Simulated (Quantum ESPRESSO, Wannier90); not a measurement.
**PbSe (Cmcm): Wannier90 run**

```xyz
4
Lattice="4.3098 0.0000 0.0000 0.0000 0.0000 -4.4505 -2.1549 6.1339 0.0000" Properties=species:S:1:pos:R:3 pbc="T T T"
Pb     2.1549    -1.6164    -1.1126
Pb    -2.1549     1.6164     1.1126
Se     0.0000     1.7017    -1.1126
Se     0.0000    -1.7017     1.1126
```

Cell from Materials Project (mp-1063670), symmetrised, no further relaxation. Not found in the COD (Crystallography Open Database) copy used, which has the formula in other groups; not checked further. Computed values, not measurements, from PBEsol: Quantum ESPRESSO (norm-conserving PseudoDojo potentials, cutoff 69 Ry, no spin polarisation, no spin-orbit coupling) on a Γ-centred 6×6×6 mesh, then Wannier90. Density: 8×8×8 mesh, Gaussian smearing 0.01 Ry. Spin-orbit coupling is left out although heavy elements are present.

A tight-binding model is made by disentanglement and projection with no localisation steps (num_iter = 0), so the 16 orbitals stay atom-like: hydrogen-like Pb: s;p; Se: s;p, axes along x, y, z; frozen window up to 2.29 eV relative to the valence-band maximum. It follows pw.x to 3.5 meV rms for states up to 1.8 eV relative to the valence-band maximum. Matrix elements depend on this choice of orbitals and windows.

Q: What are the on-site energies relative to the valence-band maximum, and how fast do the hoppings decay?

A: 
```tsv
atom	orbitals	energy (eV)
Pb1	s	-6.75
Pb1	pz	2.25
Pb1	px	2.18
Pb1	py	2.11
Pb2	s	-6.75
Pb2	pz	2.25
Pb2	px	2.18
Pb2	py	2.11
Se3	s	-11.34
Se3	pz	-0.75
Se3	px	-0.77
Se3	py	-0.79
Se4	s	-11.34
Se4	pz	-0.75
Se4	px	-0.77
Se4	py	-0.79
```

```csv
distance of the centres (Å),largest modulus (eV)
2–3,1.6
3–4,2.2
4–5,0.37
5–6,0.068
6–7,0.21
7–8,0.018
8–9,0.016
9–10,0.034
10–11,0.0044
11–12,0.0032
```
